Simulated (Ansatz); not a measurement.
ZnSnN2:
```
ZnSnN2
1.0
    1.56897     0.90584     5.08113
   -1.56897     0.90584     5.08113
    0.00000    -1.81169     5.08113
Sn Zn N
1 1 2
Direct
  0.00000   0.00000   0.00000
  0.50000   0.50000   0.50000
  0.25236   0.25236   0.25236
  0.74764   0.74764   0.74764
```

Relaxed with LDA. Special points in fractions of this cell's reciprocal vectors: Γ (0.000, 0.000, 0.000); T (0.500, 0.500, 0.500); H2 (0.812, 0.188, 0.500); H0 (0.500, -0.188, 0.188); L (0.500, 0.000, 0.000); S0 (0.344, -0.344, 0.000); S2 (0.656, 0.000, 0.344); F (0.500, 0.000, 0.500).

List the band energies nearest the valence-band maximum at these points for LDA (plane waves, PAW; program Ansatz).

In eV from the valence-band maximum; about four levels below and three above (degenerate sets whole), none deeper than 8.9 eV; points with the same levels are listed once.

```
k                           below                above
--  -----------------------------  -------------------
Γ   -1.10 -1.10 -0.88 -0.18 -0.18  0.98 3.43 8.21 8.21
T         -0.68 -0.68 -0.66 -0.66       3.30 3.92 8.00
H2        -4.20 -3.65 -1.60 -1.57       3.90 4.54 7.15
L         -2.85 -2.66 -2.18 -1.49       3.03 4.23 6.97
S0        -4.82 -3.44 -1.88 -1.42       3.74 5.21 6.79
F         -3.33 -3.01 -0.11 -0.06       0.68 3.65 7.67
```

Space group R-3m. A made-up cell: these elements were put on the sites of a structure type; neither database checked (COD, Materials Project) lists it. Its standing as an ambient phase is unchecked. The cell was relaxed with LDA under the symmetry of its start; its stability against distortions is not shown here. Scalar-relativistic: spin–orbit coupling is off unless named, which matters more the heavier the elements.

Potentials: the later of the program's two PAW sets.
